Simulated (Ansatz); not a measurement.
VBiO₄:
Space group I4₁/a, origin choice 1 (No. 88); a = 5.0630 Å, b = 5.0630 Å, c = 11.4306 Å, α = 90.00°, β = 90.00°, γ = 90.00°

```json
[
 {"atom": "V", "site": "4b", "symmetry": "-4..", "x": "0.0000", "y": "0.0000", "z": "0.5000"},
 {"atom": "Bi", "site": "4a", "symmetry": "-4..", "x": "0.0000", "y": "0.0000", "z": "0.0000"},
 {"atom": "O", "site": "16f", "symmetry": "1", "x": "0.2507", "y": "0.3592", "z": "0.0798"}
]
```
(The calculation used a cell of 12 atoms; values per cell refer to that cell.)

Relaxed with plane-wave PAW LDA (Ansatz code). Indices refer to the conventional cell of I4_1/a, a = b = 5.0630 Å, c = 11.4306 Å, α = β = γ = 90.00°.

**Question.** Simulate the powder diffraction pattern (Cu Kα, λ = 1.54184 Å; lines above 1 %) up to 2θ = 90°.

**Answer.** Simulated powder pattern, Cu Kα, λ = 1.54184 Å (kinematic, ideal powder, no thermal factors, no anomalous dispersion; the 30 strongest lines at most, above 1 %, up to 2θ = 90°):

| 2θ (°) | d (Å) | I/Imax (%) | hkl |
|---|---|---|---|
| 19.17 | 4.629 | 43 | (101) |
| 29.34 | 3.044 | 13 | (103) |
| 29.44 | 3.034 | 100 | (112) |
| 31.30 | 2.858 | 17 | (004) |
| 35.46 | 2.531 | 22 | (200) |
| 40.62 | 2.221 | 19 | (121)+(211) |
| 43.43 | 2.084 | 9.2 | (105) |
| 46.66 | 1.946 | 14 | (213)+(123) |
| 48.01 | 1.895 | 29 | (204) |
| 51.02 | 1.790 | 12 | (220) |
| 54.57 | 1.682 | 18 | (116) |
| 55.00 | 1.670 | 4.0 | (301) |
| 57.27 | 1.609 | 4.6 | (215)+(125) |
| 59.48 | 1.554 | 3.6 | (107) |
| 59.95 | 1.543 | 3.6 | (303) |
| 60.01 | 1.542 | 27 | (312)+(132) |
| 61.09 | 1.517 | 12 | (224) |
| 67.16 | 1.394 | 3.8 | (231)+(321) |
| 71.19 | 1.324 | 2.7 | (217)+(127) |
| 71.62 | 1.318 | 2.6 | (323)+(233) |
| 75.04 | 1.266 | 3.6 | (400) |
| 76.57 | 1.244 | 7.6 | (208) |
| 77.95 | 1.226 | 13 | (136)+(316) |
| 78.31 | 1.221 | 2.6 | (411)+(141) |
| 80.23 | 1.197 | 3.5 | (325)+(235) |
| 82.59 | 1.168 | 5.6 | (332) |
| 83.54 | 1.157 | 5.4 | (404) |
| 85.84 | 1.132 | 5.8 | (420)+(240) |
| 87.32 | 1.117 | 4.7 | (228) |
| 88.21 | 1.108 | 2.5 | (219)+(129) |

The cell was relaxed with LDA under the symmetry of its start; of distortions, only those at the zone centre were tested. No spin polarisation was allowed. No Hubbard U is applied. Spin–orbit coupling is left out wherever it is not named.

Potentials: the later of the program's two PAW sets.
